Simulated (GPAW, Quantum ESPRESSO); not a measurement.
This is a calculation of GaGe for GPAW 26.7.0 (ASE script). Atoms were shifted at random by some hundredths of an Å from the given cell, which wasn't relaxed again for these runs. The cell comes from a database or a generator and needn't be the stable form of this composition.

File run.py:

```python
from ase import Atoms
from ase.dft.bandgap import bandgap
from ase.io import write
from ase.units import GPa
from gpaw import GPAW, PW

atoms = Atoms(['Ge', 'Ga'],
              cell=[[0.0, 2.897844, 2.897844],
                    [2.897844, 0.0, 2.897844],
                    [2.897844, 2.897844, 0.0]],
              scaled_positions=[[-0.007234, -0.010274, 0.025349],
                                [0.239969, 0.246622, 0.264274]],
              pbc=True)

calc = GPAW(mode=PW(600),
            xc='PBE',
            kpts={'size': (8, 8, 8), 'gamma': True},
            occupations={'name': 'fermi-dirac', 'width': 0.05},
            nbands=11,
            convergence={'density': 1e-05, 'energy': 1e-05},
            maxiter=150,
            txt='gpaw.txt')
atoms.calc = calc
energy = atoms.get_potential_energy()
forces = atoms.get_forces()
stress = atoms.get_stress()
calc.write('gs.gpw')
write('result.traj', atoms)
print(f'Energy: {energy:.6f} eV')
print('Forces (eV/A):')
print(forces.round(4))
print('Stress (GPa):', (stress / GPa).round(3))
print('Fermi level:', round(calc.get_fermi_level(), 4), 'eV')
print(f'Gap: {bandgap(calc)[0]:.4f} eV, direct: {bandgap(calc, direct=True)[0]:.4f} eV')
```

Potentials or basis: GPAW PAW data sets (gpaw-data 1.2.1), pw.

Command:

```bash
$ OMP_NUM_THREADS=1 python run.py
```

Task: Translate it to Quantum ESPRESSO 7.5. Potentials or basis there: SSSP 1.3 efficiency PBE, cutoff 952 eV.

Result: As run (cutoffs and basis follow the program's own potentials, and thresholds, step limits or extra output files can differ):

File pw.in:

```
&CONTROL
  calculation = 'scf'
  prefix = 'pwscf'
  outdir = './tmp'
  pseudo_dir = './pseudo'
  tprnfor = .true.
  tstress = .true.
  disk_io = 'nowf'
/
&SYSTEM
  ibrav = 0
  nat = 2
  ntyp = 2
  ecutwfc = 70
  ecutrho = 560
  nbnd = 21
  occupations = 'smearing'
  smearing = 'fd'
  degauss = 0.00367493
/
&ELECTRONS
  conv_thr = 4d-10
  electron_maxstep = 120
  mixing_beta = 0.5
/
ATOMIC_SPECIES
Ge    72.6300 ge_pbe_v1.4.uspp.F.UPF
Ga    69.7230 Ga.pbe-dn-kjpaw_psl.1.0.0.UPF
CELL_PARAMETERS angstrom
   0.0000000000    2.8978440000    2.8978440000
   2.8978440000    0.0000000000    2.8978440000
   2.8978440000    2.8978440000    0.0000000000
ATOMIC_POSITIONS crystal
Ge    -0.0072340000   -0.0102740000    0.0253490000
Ga     0.2399690000    0.2466220000    0.2642740000
K_POINTS automatic
8 8 8 0 0 0
```

Potentials or basis: SSSP 1.3 efficiency PBE.

Run with:

```sh
$ OMP_NUM_THREADS=1 pw.x -in pw.in > pw.out
```

Both were run:

|  | GPAW | Quantum ESPRESSO |
| --- | --- | --- |
| Pressure | 0.8 GPa | 0.2 GPa |
| Largest force | 0.222 eV/Å | 0.209 eV/Å |
| Energy over the undisturbed cell | 2.3 meV/atom | 2.2 meV/atom |

The potentials hold 7 and 27 valence electrons a cell.

Pressure is positive in compression.
